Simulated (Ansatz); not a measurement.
AlFe (CsCl type)

```xyz
2
Lattice="2.8454 0.0000 0.0000 0.0000 2.8454 0.0000 0.0000 0.0000 2.8454" Properties=species:S:1:pos:R:3 pbc="T T T"
Al     0.0000     0.0000     0.0000
Fe     1.4227     1.4227     1.4227
```

The slice is a {110} plane (indices of the conventional cell) through the point (0.500, 0.500, 0.500) (fractional), spanned by u = [100] and v = [011] in vectors of this cell: u (2.85 Å) and v (4.02 Å, at 90° to u). It covers one period; positions are fractions (u, v).

All values below come from PBEsol (plane waves to 420 eV, PAW, scalar-relativistic; Ansatz, a quantum-chemistry and plane-wave program). k mesh 16×16×16. Near the nuclei the fields are pseudised (PAW); where an atom keeps semicore shells as valence, they peak there. AlFe was relaxed with its symmetry unable to fall. Relaxed AlFe ends ferromagnetic. The magnetic order is the one the run started from; other orders were not tried.

### Question
What is the valence density on the shortest Al–Fe line in this plane (2.46 Å), at its midpoint?

### Answer
0.32 e/Å³.

### Question
What is the ELF at the midpoint of the shortest Al–Fe line in this plane (2.46 Å)?

### Answer
0.4.

### Question
Predict the map of the ELF of the up spins on the slice.

### Answer
```tsv
v \ u	0.00	0.18	0.35	0.53	0.71	0.88
0.92	x	0.44	0.18	0.42	0.17	x
0.83	0.38	0.29	0.32	0.47	0.24	0.34
0.75	0.19	0.28	0.48	0.51	0.43	0.23
0.67	0.37	0.47	0.35	0.17	0.45	0.43
0.58	0.48	0.47	0.04	x	0.16	0.50
0.50	0.49	0.42	x	x	0.06	0.49
0.42	0.48	0.47	0.04	x	0.16	0.50
0.33	0.37	0.47	0.35	0.17	0.45	0.43
0.25	0.19	0.28	0.48	0.51	0.43	0.23
0.17	0.38	0.29	0.32	0.47	0.24	0.34
0.08	x	0.44	0.18	0.42	0.17	x
0.00	x	0.48	0.14	0.41	0.15	x
```

Values: ELF of the up spins. Points within 0.5 Å of a nucleus are blanked (x), as the pseudised field means little there.
